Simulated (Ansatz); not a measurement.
Given:

InP:
```
InP
1.0
    0.00000     2.91338     2.91338
    2.91338     0.00000     2.91338
    2.91338     2.91338     0.00000
P In
1 1
Direct
  0.75000   0.75000   0.75000
  0.00000   0.00000   0.00000
```

This is the LDA-relaxed structure.

Question: All from LDA (plane waves, PAW; program Ansatz), unless another level is named. Predict the electron effective mass.

Answer: 0.046 mₑ (isotropic).

Question: And the band gap?

Answer: 0.58 eV (direct).

Question: Predict the weight of the conduction-edge state by species (Voronoi cells).

Answer: In 55 %, P 45 %.

Space group F-43m (zinc blende). The cell was relaxed with LDA under the symmetry of its start; of distortions, only those at the zone centre were tested. Spin–orbit coupling is left out wherever it is not named.

Potentials: the later of the program's two PAW sets.
